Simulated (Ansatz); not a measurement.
# Co2B4Mo, single point

The cell (7 atoms) is Co2B4Mo in the coordinates of a database entry, unrelaxed (space group Immm). Forces or pressure are large there, so the entry is far from the computed equilibrium and may be faulty or of a sample under other conditions. Source: COD entry 1511696, which need not be the ambient phase.

These are results of DFT, PBEsol, PAW, plane waves, scalar-relativistic in Ansatz development build ahead of 0.2.0, not measurements.

The input:

```yaml
crystal:
  lattice:
    - [-1.509, 1.5395, 6.285]
    - [1.509, -1.5395, 6.285]
    - [1.509, 1.5395, -6.285]
  atoms:
    - { symbol: Co, position: [0.82, 0.82, 0.0], spin: 3.0 }
    - { symbol: Co, position: [0.18, 0.18, 0.0], spin: -3.0 }
    - { symbol: Mo, position: [0.0, 0.5, 0.5], spin: -2.0 }
    - { symbol: B, position: [0.625, 0.625, 0.0] }
    - { symbol: B, position: [0.375, 0.375, 0.0] }
    - { symbol: B, position: [0.556, 0.056, 0.5] }
    - { symbol: B, position: [0.444, 0.944, 0.5] }
magnetization:
  spin_polarized: true
hamiltonian:
  xc: pbesol
  pseudopotentials: { kind: paw }
basis:
  ecutwfc: 420
kpoints:
  mp_grid: { grid: [5, 5, 7] }
scf:
  occupations: { method: fermi_dirac, width: 0.05 }
output:
  forces: true
  stress: true
```

Program output, abridged:

```
Warning: crystal.symmetry: narrowed to the stabiliser of the k-point mesh — unitary ops 4 → 1; excluded 3 operations that carry a point of the 5×5×7 mesh (shift [0, 0, 0]) off the mesh (the run samples exactly the mesh kpoints.mp_grid names, as under crystal.symmetry.detect: false, and its converged state has the mesh's symmetry, not the crystal's; [...]
basis.fft_grid_basis auto: the FFT boxes are laid along the combinations [[1, 0, 1], [0, 1, 1], [0, 0, 1]] of the cell's own vectors, 3.079, 3.018 and 6.644 Å long. The dense box has 24×24×45 points. Along the cell's own vectors, as sized, it would have 45×45×45, 3.52 times as many. [...]
Pseudopotentials: kind: paw
Pseudopotential: Co, paw, valence charge 17, recommended cutoff 420 eV (normal), Co.paw.azcp
Pseudopotential: Mo, paw, valence charge 14, recommended cutoff 420 eV (normal), Mo.paw.azcp
Pseudopotential: B, paw, valence charge 3, recommended cutoff 420 eV (normal), B.paw.azcp
Functional definition: PBEsol
Crystal: 7 atoms, lattice volume = 58.403 Å³
Basis set: ecut = 420 eV, 1117 PW (Γ), FFT grids on a1+a3, a2+a3, a3, exchange–correlation on 48×48×90 points (8 copies of the dense FFT grid, shifted against one another)
Bands: 41, of which v1, the nominal top of the filled ones, is band 30 counted from 1 (29 counted from 0)
Symmetry: 1 space group operations
k-points: 88 of 175 (time reversal used)
Non-local potential: Co, projectors of the file, l = 0: 3, l = 1: 2, l = 2: 3, l = 3: 1
Non-local potential: Mo, projectors of the file, l = 0: 3, l = 1: 2, l = 2: 2, l = 3: 1
Non-local potential: B, projectors of the file, l = 0: 2, l = 1: 2, l = 2: 1
PAW frozen core: Co, regenerated for the run's functional, and the local potential with it (the file was generated under x = pbe(κ = 0.804, μ = 0.2195149727645171), c = pbe(β = 0.06672455060314922))
PAW frozen core: Mo, regenerated for the run's functional, and the local potential with it (the file was generated under x = pbe(κ = 0.804, μ = 0.2195149727645171), c = pbe(β = 0.06672455060314922))
PAW frozen core: B, regenerated for the run's functional, and the local potential with it (the file was generated under x = pbe(κ = 0.804, μ = 0.2195149727645171), c = pbe(β = 0.06672455060314922))
Initial density: superposition of atomic densities (chi_scale 0.1, normalization cell)
Starting moments: Σ|m| = 8 μB on 3 of 7 sites
Initial wavefunctions: pseudopotential atomic-orbital guess
Functional: x = pbesol(κ = 0.804, μ = 0.12345679012345678), c = pbesol(β = 0.046)
SCF iter   1: F=—  HF=-15701.583888 eV  |F-HF|=—  |Δ(HF+E_count)|=         —  Δρ=1.56e-1 (↑1.38e-1 ↓1.56e-1)  dr2=2.76e1  dr2_m=6.94e0  M=-0.131 μB ∫|m|=3.392 μB  β_m=0.30  ethr=3.10e-3  ⟨swp⟩=6.1  Hψ=28468  notcnv=0  defer=35
Mixer restart at iter 1: flushing history
preconditioner: auto → Kerker (q_TF=auto, 2.741 Å⁻¹)  [metal: Δε(μ)=0.003 eV  Ē_g=9.297 eV  σ=0.050 eV  W_gap=0.01  n_scr=20 (ndim 8)  ℏωp=29.2 eV  f_vac=0.000  D(μ)=4.75/eV (n_scr^D=50)]
spin=Collinear: Kerker preconditioning applied to the charge; magnetization (m = ρ↑ − ρ↓) channel mixes plain (no charge-response kernel on spin).
SCF iter   2: F=—  HF=-15695.143878 eV  |F-HF|=—  |Δ(HF+E_count)|=    6.44e0  Δρ=1.14e-1 (↑1.01e-1 ↓1.14e-1)  dr2=8.75e0  dr2_m=5.08e0  M=-0.096 μB ∫|m|=2.914 μB  β_m=0.55  ethr=3.10e-3  ⟨swp⟩=3.5  Hψ=15393  notcnv=0  defer=511
SCF iter   3: F=—  HF=-15694.391305 eV  |F-HF|=—  |Δ(HF+E_count)|=   7.53e-1  Δρ=7.87e-2 (↑7.79e-2 ↓7.87e-2)  dr2=1.05e0  dr2_m=2.84e0  M=-0.023 μB ∫|m|=1.656 μB  β_m=0.63  ethr=3.10e-3  ⟨swp⟩=3.0  Hψ=16289  notcnv=0  defer=538
SCF iter   4: F=—  HF=-15694.507502 eV  |F-HF|=—  |Δ(HF+E_count)|=   1.16e-1  Δρ=4.39e-2 (↑4.28e-2 ↓4.39e-2)  dr2=2.08e0  dr2_m=5.58e-1  M=0.011 μB ∫|m|=0.634 μB  β_m=0.81  ethr=1.75e-3  ⟨swp⟩=2.6  Hψ=14143  notcnv=0  defer=562
SCF iter   5: F=—  HF=-15694.230122 eV  |F-HF|=—  |Δ(HF+E_count)|=   2.77e-1  Δρ=2.05e-2 (↑2.04e-2 ↓2.05e-2)  dr2=5.69e-1  dr2_m=2.85e-2  M=0.001 μB ∫|m|=0.189 μB  β_m=0.89  ethr=1.75e-3  ⟨swp⟩=2.8  Hψ=12930  notcnv=0  defer=571
SCF iter   6: F=—  HF=-15694.279788 eV  |F-HF|=—  |Δ(HF+E_count)|=   4.97e-2  Δρ=1.71e-2 (↑1.64e-2 ↓1.71e-2)  dr2=4.55e-1  dr2_m=6.51e-3  M=-0.002 μB ∫|m|=0.103 μB  β_m=0.95  ethr=9.48e-4  ⟨swp⟩=2.0  Hψ=9452  notcnv=0  defer=546
SCF iter   7: F=—  HF=-15694.231958 eV  |F-HF|=—  |Δ(HF+E_count)|=   4.78e-2  Δρ=6.17e-3 (↑6.17e-3 ↓3.85e-3)  dr2=3.77e-2  dr2_m=1.55e-3  M=-0.001 μB ∫|m|=0.048 μB  β_m=0.64  ethr=7.58e-4  ⟨swp⟩=2.0  Hψ=9865  notcnv=0  defer=552
SCF iter   8: F=—  HF=-15694.226299 eV  |F-HF|=—  |Δ(HF+E_count)|=   5.66e-3  Δρ=1.15e-3 (↑7.98e-4 ↓1.15e-3)  dr2=5.13e-4  dr2_m=3.09e-4  M=-0.000 μB ∫|m|=0.033 μB  β_m=0.82  ethr=6.28e-5  ⟨swp⟩=2.0  Hψ=12740  notcnv=0  defer=551
SCF iter   9: F=—  HF=-15694.226755 eV  |F-HF|=—  |Δ(HF+E_count)|=   4.56e-4  Δρ=4.10e-4 (↑4.10e-4 ↓3.98e-4)  dr2=3.26e-4  dr2_m=1.93e-5  M=-0.000 μB ∫|m|=0.012 μB  β_m=0.90  ethr=8.55e-7  ⟨swp⟩=2.0  Hψ=12347  notcnv=0  defer=551
SCF iter  10: F=—  HF=-15694.226834 eV  |F-HF|=—  |Δ(HF+E_count)|=   7.82e-5  Δρ=1.06e-4 (↑1.06e-4 ↓9.50e-5)  dr2=2.52e-5  dr2_m=2.78e-6  M=-0.000 μB ∫|m|=0.004 μB  β_m=0.95  ethr=5.43e-7  ⟨swp⟩=2.0  Hψ=9586  notcnv=0  defer=551
SCF iter  11: F=—  HF=-15694.226829 eV  |F-HF|=—  |Δ(HF+E_count)|=   4.60e-6  Δρ=2.81e-5 (↑2.14e-5 ↓2.81e-5)  dr2=1.34e-6  dr2_m=7.65e-8  M=-0.000 μB ∫|m|=0.001 μB  β_m=0.97  ethr=4.19e-8  ⟨swp⟩=2.0  Hψ=10070  notcnv=0  defer=551
SCF iter  12: F=—  HF=-15694.226830 eV  |F-HF|=—  |Δ(HF+E_count)|=   1.25e-6  Δρ=1.82e-5 (↑1.08e-5 ↓1.82e-5)  dr2=6.04e-7  dr2_m=2.67e-8  M=-0.000 μB ∫|m|=0.000 μB  β_m=0.99  ethr=2.24e-9  ⟨swp⟩=2.0  Hψ=10870  notcnv=0  defer=551
SCF iter  13: F=—  HF=-15694.226830 eV  |F-HF|=—  |Δ(HF+E_count)|=   6.56e-9  Δρ=4.80e-6 (↑4.80e-6 ↓1.72e-6)  dr2=2.18e-8  dr2_m=1.86e-9  M=-0.000 μB ∫|m|=0.000 μB  β_m=0.99  ethr=1.01e-9  ⟨swp⟩=2.2  Hψ=10000  notcnv=0  defer=551
SCF iter  14: F=—  HF=-15694.226830 eV  |F-HF|=—  |Δ(HF+E_count)|=   2.58e-9  Δρ=3.03e-6 (↑3.03e-6 ↓2.05e-6)  dr2=1.49e-8  dr2_m=1.51e-10  M=-0.000 μB ∫|m|=0.000 μB  β_m=0.95  ethr=3.63e-11  ⟨swp⟩=1.5  Hψ=8089  notcnv=0  defer=551
SCF iter  15: F=-15694.226830 eV  HF=-15694.226830 eV  |F-HF|=3.45e-8  |Δ(HF+E_count)|=  4.37e-11  Δρ=4.12e-6 (↑4.05e-6 ↓4.12e-6)  dr2=3.67e-8  dr2_m=7.73e-12  M=-0.000 μB ∫|m|=0.000 μB  ethr=2.49e-11  ⟨swp⟩=2.0  Hψ=20455  notcnv=0
SCF 1 converged in 15 iterations: F = -15694.226830 eV  dr2 = 3.67e-8
  greatest PAW one-centre occupation: 1.001 electrons in one spin orbital (limit 2), on the Co atom at site 1 (counted from 0), in its partial waves of l = 1
Starting moments: Σ|m| = 11 μB on 3 of 7 sites
SCF iter   1: F=—  HF=-15695.963681 eV  |F-HF|=—  |Δ(HF+E_count)|=         —  Δρ=2.01e-1 (↑1.32e-1 ↓2.01e-1)  dr2=2.17e1  dr2_m=1.23e1  M=-0.641 μB ∫|m|=4.401 μB  β_m=0.30  ethr=3.10e-3  ⟨swp⟩=6.2  Hψ=28807  notcnv=0  defer=8
preconditioner: auto → Kerker (q_TF=auto, 2.741 Å⁻¹)  [metal: Δε(μ)=0.003 eV  Ē_g=9.581 eV  σ=0.050 eV  W_gap=0.01  n_scr=20 (ndim 8)  ℏωp=29.2 eV  f_vac=0.000  D(μ)=4.05/eV (n_scr^D=50)]
spin=Collinear: Kerker preconditioning applied to the charge; magnetization (m = ρ↑ − ρ↓) channel mixes plain (no charge-response kernel on spin).
SCF iter   2: F=—  HF=-15693.917855 eV  |F-HF|=—  |Δ(HF+E_count)|=    2.05e0  Δρ=1.46e-1 (↑1.03e-1 ↓1.46e-1)  dr2=8.36e0  dr2_m=7.38e0  M=-0.620 μB ∫|m|=3.956 μB  β_m=0.30  ethr=3.10e-3  ⟨swp⟩=2.8  Hψ=13961  notcnv=0  defer=548
SCF iter   3: F=—  HF=-15692.942957 eV  |F-HF|=—  |Δ(HF+E_count)|=   9.75e-1  Δρ=1.05e-1 (↑1.05e-1 ↓6.63e-2)  dr2=7.38e0  dr2_m=3.09e0  M=-0.438 μB ∫|m|=4.319 μB  β_m=0.30  ethr=3.10e-3  ⟨swp⟩=3.5  Hψ=14152  notcnv=0  defer=549
SCF iter   4: F=—  HF=-15693.183841 eV  |F-HF|=—  |Δ(HF+E_count)|=   2.41e-1  Δρ=7.34e-2 (↑7.34e-2 ↓6.79e-2)  dr2=1.30e0  dr2_m=2.57e0  M=-0.520 μB ∫|m|=3.649 μB  β_m=0.30  ethr=3.10e-3  ⟨swp⟩=2.3  Hψ=9827  notcnv=0  defer=500
SCF iter   5: F=—  HF=-15693.517260 eV  |F-HF|=—  |Δ(HF+E_count)|=   3.33e-1  Δρ=9.10e-2 (↑9.10e-2 ↓4.41e-2)  dr2=2.03e0  dr2_m=2.27e0  M=0.011 μB ∫|m|=3.158 μB  β_m=0.30  ethr=2.17e-3  ⟨swp⟩=2.0  Hψ=7995  notcnv=0  defer=510
SCF iter   6: F=—  HF=-15693.693410 eV  |F-HF|=—  |Δ(HF+E_count)|=   1.76e-1  Δρ=6.86e-2 (↑4.96e-2 ↓6.86e-2)  dr2=4.68e-1  dr2_m=1.84e0  M=-0.227 μB ∫|m|=2.709 μB  β_m=0.30  ethr=2.17e-3  ⟨swp⟩=2.0  Hψ=9815  notcnv=0  defer=540
SCF iter   7: F=—  HF=-15693.830117 eV  |F-HF|=—  |Δ(HF+E_count)|=   1.37e-1  Δρ=5.09e-2 (↑4.69e-2 ↓5.09e-2)  dr2=1.54e-1  dr2_m=1.25e0  M=-0.128 μB ∫|m|=2.484 μB  β_m=0.30  ethr=7.81e-4  ⟨swp⟩=2.1  Hψ=8869  notcnv=0  defer=541
SCF iter   8: F=—  HF=-15693.927057 eV  |F-HF|=—  |Δ(HF+E_count)|=   9.69e-2  Δρ=4.06e-2 (↑4.06e-2 ↓3.34e-2)  dr2=8.28e-2  dr2_m=7.17e-1  M=-0.048 μB ∫|m|=2.393 μB  β_m=0.30  ethr=2.56e-4  ⟨swp⟩=2.3  Hψ=9716  notcnv=0  defer=545
SCF iter   9: F=—  HF=-15693.991958 eV  |F-HF|=—  |Δ(HF+E_count)|=   6.49e-2  Δρ=3.50e-2 (↑3.25e-2 ↓3.50e-2)  dr2=6.78e-3  dr2_m=6.09e-1  M=-0.063 μB ∫|m|=2.167 μB  β_m=0.30  ethr=1.38e-4  ⟨swp⟩=2.0  Hψ=9305  notcnv=0  defer=538
Mixer restart at iter 9: flushing history
spin-set hold released at iteration 9 (site moments contracting): the magnetisation degrees of freedom join the quasi-Newton model from the next iteration; the mixer history was flushed
[... 6 iterations left out ...]
SCF iter  16: F=—  HF=-15694.227282 eV  |F-HF|=—  |Δ(HF+E_count)|=   4.64e-3  Δρ=2.32e-3 (↑2.32e-3 ↓2.04e-3)  dr2=1.31e-2  dr2_m=4.33e-4  M=0.009 μB ∫|m|=0.044 μB  β_m=0.74  ethr=1.02e-5  ⟨swp⟩=2.0  Hψ=13236  notcnv=0  defer=546
SCF iter  17: F=—  HF=-15694.226769 eV  |F-HF|=—  |Δ(HF+E_count)|=   5.14e-4  Δρ=5.09e-4 (↑5.09e-4 ↓4.52e-4)  dr2=2.18e-4  dr2_m=7.23e-5  M=0.009 μB ∫|m|=0.015 μB  β_m=0.87  ethr=1.02e-5  ⟨swp⟩=1.5  Hψ=7084  notcnv=0  defer=546
SCF iter  18: F=—  HF=-15694.226825 eV  |F-HF|=—  |Δ(HF+E_count)|=   5.58e-5  Δρ=3.73e-4 (↑3.71e-4 ↓3.73e-4)  dr2=2.35e-4  dr2_m=1.34e-5  M=0.007 μB ∫|m|=0.009 μB  β_m=0.89  ethr=3.63e-7  ⟨swp⟩=2.4  Hψ=8799  notcnv=0  defer=546
SCF iter  19: F=—  HF=-15694.226828 eV  |F-HF|=—  |Δ(HF+E_count)|=   3.58e-6  Δρ=3.40e-4 (↑3.40e-4 ↓2.21e-4)  dr2=1.70e-4  dr2_m=7.33e-6  M=0.006 μB ∫|m|=0.009 μB  β_m=0.94  ethr=3.63e-7  ⟨swp⟩=1.4  Hψ=6999  notcnv=0  defer=546
SCF iter  20: F=—  HF=-15694.226828 eV  |F-HF|=—  |Δ(HF+E_count)|=   2.19e-7  Δρ=2.97e-4 (↑2.97e-4 ↓1.33e-4)  dr2=1.15e-4  dr2_m=3.83e-6  M=0.004 μB ∫|m|=0.006 μB  β_m=0.97  ethr=2.84e-7  ⟨swp⟩=1.0  Hψ=6667  notcnv=0  defer=546
SCF iter  21: F=—  HF=-15694.226828 eV  |F-HF|=—  |Δ(HF+E_count)|=   2.03e-7  Δρ=1.98e-4 (↑1.14e-4 ↓1.98e-4)  dr2=4.41e-5  dr2_m=1.72e-6  M=0.002 μB ∫|m|=0.005 μB  β_m=0.99  ethr=1.92e-7  ⟨swp⟩=1.8  Hψ=7440  notcnv=0  defer=546
SCF iter  22: F=—  HF=-15694.226832 eV  |F-HF|=—  |Δ(HF+E_count)|=   4.09e-6  Δρ=1.44e-4 (↑7.45e-5 ↓1.44e-4)  dr2=3.27e-5  dr2_m=7.22e-7  M=0.001 μB ∫|m|=0.003 μB  β_m=0.98  ethr=7.36e-8  ⟨swp⟩=1.1  Hψ=6705  notcnv=0  defer=546
SCF iter  23: F=—  HF=-15694.226832 eV  |F-HF|=—  |Δ(HF+E_count)|=   3.61e-7  Δρ=1.20e-4 (↑1.07e-4 ↓1.20e-4)  dr2=2.93e-5  dr2_m=1.12e-7  M=0.001 μB ∫|m|=0.002 μB  β_m=0.82  ethr=5.46e-8  ⟨swp⟩=1.0  Hψ=6679  notcnv=0  defer=546
SCF iter  24: F=—  HF=-15694.226830 eV  |F-HF|=—  |Δ(HF+E_count)|=   1.70e-6  Δρ=4.59e-5 (↑3.93e-5 ↓4.59e-5)  dr2=3.84e-6  dr2_m=1.51e-8  M=0.000 μB ∫|m|=0.001 μB  β_m=0.68  ethr=4.89e-8  ⟨swp⟩=1.2  Hψ=6732  notcnv=0  defer=546
SCF iter  25: F=—  HF=-15694.226830 eV  |F-HF|=—  |Δ(HF+E_count)|=   1.14e-7  Δρ=9.69e-6 (↑7.57e-6 ↓9.69e-6)  dr2=1.53e-7  dr2_m=1.98e-9  M=0.000 μB ∫|m|=0.000 μB  β_m=0.76  ethr=6.41e-9  ⟨swp⟩=1.0  Hψ=6682  notcnv=0  defer=546
iter 26 did not close the SCF: its close was put off for a magnetic moment that had not settled (scf_convergence_deferred on its scf_iter line)
SCF iter  26: F=-15694.226830 eV  HF=-15694.226830 eV  |F-HF|=1.72e-8  |Δ(HF+E_count)|=   8.38e-9  Δρ=2.63e-6 (↑2.55e-6 ↓2.63e-6)  dr2=1.85e-8  dr2_m=2.85e-10  M=0.000 μB ∫|m|=0.000 μB  β_m=0.71  ethr=1.67e-10  ⟨swp⟩=2.0  Hψ=13211  notcnv=0
iter 27 did not close the SCF: its close was put off for a magnetic moment that had not settled (scf_convergence_deferred on its scf_iter line)
SCF iter  27: F=-15694.226830 eV  HF=-15694.226830 eV  |F-HF|=2.09e-9  |Δ(HF+E_count)|=  6.20e-10  Δρ=1.23e-6 (↑8.67e-7 ↓1.23e-6)  dr2=2.34e-9  dr2_m=9.66e-11  M=0.000 μB ∫|m|=0.000 μB  β_m=0.85  ethr=3.09e-11  ⟨swp⟩=1.0  Hψ=14670  notcnv=0
SCF iter  28: F=-15694.226830 eV  HF=-15694.226830 eV  |F-HF|=1.37e-8  |Δ(HF+E_count)|=  4.91e-10  Δρ=2.81e-6 (↑2.45e-6 ↓2.81e-6)  dr2=1.46e-8  dr2_m=3.22e-11  M=0.000 μB ∫|m|=0.000 μB  ethr=3.90e-12  ⟨swp⟩=1.0  Hψ=15971  notcnv=0
SCF 2 converged in 28 iterations: F = -15694.226830 eV  dr2 = 1.46e-8
an SCF from atoms, with the moment that Hund's first rule gives the d electrons of its PAW file's atom on each transition metal's site whose file has a part-filled d shell, one of which bore under half of it, and that of a half-full f shell on its own, with the run's symmetry operations kept, reached no lower stat [...]
WARN: the starting moments were not kept: the SCF closed with an absolute magnetisation of 8.7e-6 μB, where they sum to 8 μB in size (3 sites). That is at most 0.1 of that sum. Measured as dr2_m measures the in/out step, that magnetisation stands 7.7e-11 eV from none, at or under the dr2_threshold of 1.0e-7 eV: it is no larger than a step whose dr2_m would equal this threshold. The system may hold no moment; this SCF shows only that its start led to no more than that. [...]
SCF converged after 15 iterations
Magnetization: -0.0000 μB (30.0000 up, 30.0000 down)
Absolute magnetization: 0.0000 μB (∫|ρ↑−ρ↓|, with the PAW one-centre terms)
Spin contamination: 0.0000 ħ² per cell (⟨S²⟩ above its minimum at these occupations)
Per-site moments (μB) at R_I (Å): [(-2.1999e-6, 0.9036), (-4.7402e-6, 0.9036), (4.3274e-7, 0.9073), (3.3476e-8, 0.7179), (4.8165e-8, 0.7179), (-1.5252e-8, 0.5807), (-1.3403e-8, 0.5807)]
Free energy (F): -15694.226830 eV
Harris-Foulkes:  -15694.226830 eV  (|F-HF|=3.45e-8)
Internal energy: -15694.200667 eV  (E = F + TS)
E sigma→0 (E₀):  -15694.213749 eV
Entropy (-TS):   -0.026163 eV (-3.738 meV/atom)
Fermi energy:    17.931057 eV
--- Per-component energies (eV) ---
  E_band       = -499.414535
  E_kinetic    = 1562.964056
  E_local      = -7504.708287  (includes V_loc(G=0)·N_el)
  E_nonlocal   = 1109.299296
  E_hartree    = 3133.044016
  E_xc         = -632.303257
  E_vxc        = -798.300798  (∫ρ·V_xc dr)
  E_paw        = -6414.139656  (= ΣΔE_a)
  E_vpaw       = -1134.759537  (= ΣTr[D̂ρ^β])
  E_aug_tail   = 0.000117  (compensation charges beyond the density's cutoff)
  E_ewald      = -6949.001934
  E_core_change = 0.644982  (= ΣΔE_core)
  E_smearing   = -0.026163  (= −TS)
  E_closure    = 0.000000  (closes the sum)
  Σ components = -15694.226830   (vs F -15694.226830, Δ=0.00e0)
--- Forces (eV/Å), atoms counted from 1 ---
  atom   1  Co     0.01086349    -0.00739737     0.34060283
  atom   2  Co    -0.01086367     0.00739681    -0.34062926
  atom   3  Mo     0.00000016     0.00000071    -0.00002774
  atom   4  B     -0.00903297    -0.00236090     4.39120405
  atom   5  B      0.00903281     0.00236084    -4.39121243
  atom   6  B      0.00313617    -0.00225314     9.80833289
  atom   7  B     -0.00313612     0.00225302    -9.80836475
  max |Σ_I F_I| component: 9.44e-5 eV/Å
--- Stress (GPa, compression-positive) ---
       -1.460084       0.071498      -0.067231
        0.071498       2.925171      -0.094390
       -0.067231      -0.094390      31.952319
  P = ⅓ Tr σ = 11.1391 GPa (111.391 kbar)
--- Band table (eV; the first three rows and the last of 176) ---
  k-point 0 ↑: bands = ["-76.5500", "-76.5418", "-43.8627", "-40.0727", "-40.0393", "-40.0097", "-39.9847", "-39.9056", "-39.8818", "-18.1477", "-18.0461", "-17.9108", "2.9335", "6.8385", "7.9344", "11.7540", "12.7898", "13.1268", "13.2659", "13.8812", "14.0329", "14.3900", "15.1509", "15.5150", "16.5484", "16.6523", "17.0368", "17.1907", "17.3100", "17.3716", "17.5246", "18.4431", "19.6879", "19.8326", "20.6119", "21.7926", "22.8059", "24.0614", "24.5081", "25.4914", "26.6992"]
  k-point 1 ↑: bands = ["-76.5488", "-76.5422", "-43.8484", "-40.0700", "-40.0440", "-40.0090", "-39.9891", "-39.9061", "-39.8875", "-18.2272", "-18.0249", "-17.9925", "3.6010", "6.9506", "8.5016", "10.7799", "12.0287", "12.2727", "12.8886", "14.4565", "14.4978", "14.6530", "14.9127", "15.2774", "16.0170", "16.7318", "16.9428", "16.9464", "17.1792", "17.3888", "18.2801", "19.2209", "19.4190", "19.7871", "20.1146", "22.2078", "22.4487", "24.8988", "25.1155", "26.2131", "26.6797"]
  k-point 2 ↑: bands = ["-76.5462", "-76.5430", "-43.8163", "-40.0628", "-40.0504", "-40.0115", "-40.0003", "-39.9075", "-39.9002", "-18.3962", "-18.1675", "-17.9766", "4.9891", "7.3651", "8.4776", "10.5738", "10.8443", "11.5662", "13.3746", "13.3783", "13.9894", "14.2364", "14.9048", "15.2341", "15.5771", "17.0907", "17.1089", "17.3436", "17.6297", "18.2013", "18.7338", "18.7808", "19.0507", "20.4826", "20.7618", "22.4085", "22.5153", "23.8298", "25.4212", "26.3004", "27.0609"]
  k-point 87 ↓: bands = ["-76.5458", "-76.5432", "-43.8128", "-40.0615", "-40.0506", "-40.0080", "-40.0018", "-39.9120", "-39.9021", "-18.3437", "-18.2496", "-17.9733", "5.1715", "7.6852", "8.0739", "10.2043", "10.6295", "11.9796", "13.2211", "13.4842", "13.9582", "14.1504", "14.8251", "15.3144", "15.5789", "17.0407", "17.0941", "17.4279", "17.6747", "18.2603", "18.7039", "18.8251", "19.2200", "20.5861", "20.7924", "22.4497", "22.7398", "23.4249", "25.0486", "26.0673", "27.3003"]
```

The mesh has less symmetry than the lattice, which lowers the symmetry of the run. The program warns that the starting moments weren't kept.

The run took 82 s on 2 threads of x86-64 server CPU (shared host), peak memory 0.75 GiB.
